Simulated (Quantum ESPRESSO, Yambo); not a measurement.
# Levels of theory for the gap of SnS$_{2}$ monolayer

A free-standing SnS2 monolayer (symmetry P-3m1, slab cell 15.9 Å high): one geometry, one set of PBE (stringent potentials; Quantum ESPRESSO, PseudoDojo norm-conserving, 102 Ry, scalar-relativistic) orbitals, self-energies from Yambo (6×6×1 Γ-centred k mesh, bands 5 to 125 and a 6 Ry block in the screening, 125 bands in G with the Bruneval-Gonze terminator, plasmon pole fitted at 27.2 eV, slab-truncated Coulomb interaction, stochastic integration of W near q = 0).

The layer was cut from Materials Project entry mp-1170 and relaxed with PBE+D3(BJ) in a cell 15.9 Å high, with the Coulomb interaction truncated along z.

```json
[
 {"level": "PBE (Quantum ESPRESSO)", "gap (0, 0.167) → M (eV)": "1.57", "direct gap at M (eV)": "1.83", "rough Yambo cost": "–"},
 {"level": "exchange only (Hartree-Fock self-energy on PBE orbitals)", "gap (0, 0.167) → M (eV)": "7.53", "direct gap at M (eV)": "7.96", "rough Yambo cost": "about 1/8 (8 states)"},
 {"level": "G0W0@PBE, plasmon pole", "gap (0, 0.167) → M (eV)": "3.09", "direct gap at M (eV)": "3.39", "rough Yambo cost": "1 (8 states)"}
]
```

Bare exchange has no screening and gives the widest gap.

Costs are rough ratios of core time on shared machines.

Convergence of the G0W0 settings was not tested.

Spin-orbit splittings are left out.
